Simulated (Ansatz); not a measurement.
ZnO:
```yaml
crystal:
  lattice:
    - [2.64577, 0.00000, 0.00000]
    - [0.00000, 2.64577, 0.00000]
    - [0.00000, 0.00000, 2.64577]
  atoms:
    - { symbol: Zn, position: [0.00000, 0.00000, 0.00000] }
    - { symbol: O, position: [0.50000, 0.50000, 0.50000] }
```

Relaxed with r²SCAN. Special points in fractions of this cell's reciprocal vectors: Γ (0.000, 0.000, 0.000); X (0.000, 0.500, 0.000); M (0.500, 0.500, 0.000); R (0.500, 0.500, 0.500).

### Question
List the band energies nearest the Fermi level at these points for the program Ansatz at the r²SCAN level (PAW).

### Answer
In eV from the Fermi level; about four levels below and three above (degenerate sets whole), none deeper than 8.9 eV; … stands for higher levels left out; points with the same levels are listed once.

```csv
k,below,above
Γ,-1.38 -1.38 -1.38 -0.08,…
X,-5.58 -4.72 -0.05 -0.05,6.03 …
M,-5.34 -5.23 -5.23 -0.25,3.35 …
R,-5.33 -5.33 -1.54 -1.54 -1.54,…
```

Space group Pm-3m (CsCl type). A made-up cell: these elements were put on the sites of a structure type; neither database checked (COD, Materials Project) lists it. It is not the phase usual at ambient conditions (space group No. 186). The r²SCAN relaxation kept the symmetry of its start. At this level the phase is mechanically unstable. The Fermi level of a semimetal is unsure by some 0.05 eV on such meshes.

Potentials: the later of the program's two PAW sets.
